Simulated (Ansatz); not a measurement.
Values for one crystal, relaxed and computed with plane-wave PAW r²SCAN (Ansatz code); other levels are named.

```yaml
volume_per_atom: 20.35 Å³
electronic_character: metallic (no gap)
Elastic constants (relaxed ions, GPa): C11 = 132, C12 = 151, C44 = 5.4
Density of states at the Fermi level: 1.7 states/eV per atom (mean over ±0.08 eV)
Bulk modulus (Birch–Murnaghan fit): 145 GPa
Pressure derivative B′: 5.1
Gap with spin–orbit coupling: none (metallic)
```

Task: Pick the material that matches.
A) Sc, diamond
B) Bi, diamond
C) Au, diamond
D) Rh, diamond

Result: D, Rh, diamond

Space group Fd-3m (diamond). The start of the workflow was typed in or built on a structure type; neither database checked (COD, Materials Project) lists it. It is not the phase usual at ambient conditions (space group No. 225). The r²SCAN relaxation kept the symmetry of its start. At this level the phase is mechanically unstable. The workflow began spin-polarised and lost its moments. As this level gives no gap, shear constants depend on the k-mesh and smearing (Fermi–Dirac, 0.1 eV here). Spin–orbit coupling is left out wherever it is not named.

Potentials: the earlier of the program's two PAW sets.
